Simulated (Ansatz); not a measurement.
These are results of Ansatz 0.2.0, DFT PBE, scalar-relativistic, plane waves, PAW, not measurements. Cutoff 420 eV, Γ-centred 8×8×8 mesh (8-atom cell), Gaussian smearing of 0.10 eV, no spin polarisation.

Formation energies are uncorrected and count from the elements' standard states at the same level.

Problem. Give a relaxed trial structure of a cubic metal that holds Ag and 2 more elements, with a formation energy near −0.37 eV/atom and a density near 5.89 g/cm³, in a cell of 8 atoms.

Solution. Cd3AgS4, space group Pm-3m (No. 221). Cd is surrounded by 6 S at 2.72 Å; Ag is surrounded by 6 S at 2.72 Å; S on a site of symmetry m-3m has 6 Cd at 2.72 Å; around S on a site of symmetry 4/mmm lie 2 Ag at 2.72 Å and 4 Cd at 2.72 Å.

```xyz
8
Lattice="5.4463 0.0000 0.0000 0.0000 5.4463 0.0000 0.0000 0.0000 5.4463" Properties=species:S:1:pos:R:3 pbc="T T T"
Cd    2.7231    2.7231    0.0000
Cd    2.7231    0.0000    2.7231
Cd    0.0000    2.7231    2.7231
Ag    0.0000    0.0000    0.0000
S     2.7231    2.7231    2.7231
S     0.0000    0.0000    2.7231
S     0.0000    2.7231    0.0000
S     2.7231    0.0000    0.0000
```

The volume per atom is 20.19 Å³ and the density is 5.89 g/cm³. The energy over the elements is −0.37 eV/atom and the gap on the 8×8×8 mesh of the 8-atom cell is 0 eV (a metal).

It was reached by relaxing an invented guess, and it needn't be the stable form of this composition. The answer needn't be unique; the calculation gave this one.

An odd number of electrons in the primitive cell allows no gap without spin; a larger cell or a magnetic state could open one. The reference form of S is held partly by dispersion forces, which this level lacks. A later test with randomly moved atoms came back to the same energy, though modes that don't fit the test's cell weren't probed.
